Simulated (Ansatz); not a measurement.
Computed with Ansatz, DFT PBE, scalar-relativistic, plane waves, PAW. Settings of the last relaxation (5-atom cell): 420 eV, 8×8×6 k points, Gaussian smearing of 0.10 eV, no spin polarisation.

Formation energies are uncorrected and count from the elements' standard states at the same level.

Question: Suggest a trial structure for a tetragonal metal that holds Mg and 2 more elements, with a formation energy near −0.23 eV/atom and about 36 Å³ per atom, in a cell of 5 atoms. Its symmetry should be P4mm (No. 99).

Answer: MgTeSe3, space group P4mm (No. 99). Around Mg lie 4 Se at 2.69 Å; around Te lie 1 Se at 2.41 Å and 4 Se at 2.86 Å; around Se on a site of symmetry 2mm lie 2 Mg at 2.69 Å and 2 Te at 2.86 Å; Se on a site of symmetry 4mm is surrounded by 1 Te at 2.41 Å.

```yaml
crystal:
  lattice:
    - [5.34153, 0.00000, 0.00000]
    - [0.00000, 5.34153, 0.00000]
    - [0.00000, 0.00000, 6.33202]
  atoms:
    - { symbol: Mg, position: [0.50000, 0.50000, 0.30962] }
    - { symbol: Te, position: [0.00000, 0.00000, 0.51709] }
    - { symbol: Se, position: [0.50000, 0.00000, 0.35679] }
    - { symbol: Se, position: [0.00000, 0.00000, 0.89767] }
    - { symbol: Se, position: [0.00000, 0.50000, 0.35679] }
```

* Volume per atom: 36.1 Å³
* Density: 3.6 g/cm³
* Formation energy: −0.23 eV/atom
* Gap on the 8×8×6 mesh of the 5-atom cell: 0.05 eV by band count, less than the smearing, so the run treats it as a metal

The cell was found from a structure generator's guess, not taken from experiment. The answer needn't be unique; the calculation gave this one.

No dispersion correction is applied, so the spacing and binding between layers, chains or molecules are poorly described. These runs have no spin–orbit coupling, which can matter for Te. The reference forms of Se and Te are held partly by dispersion forces, which this level lacks. A structure relaxed within its symmetry needn't be a true minimum.
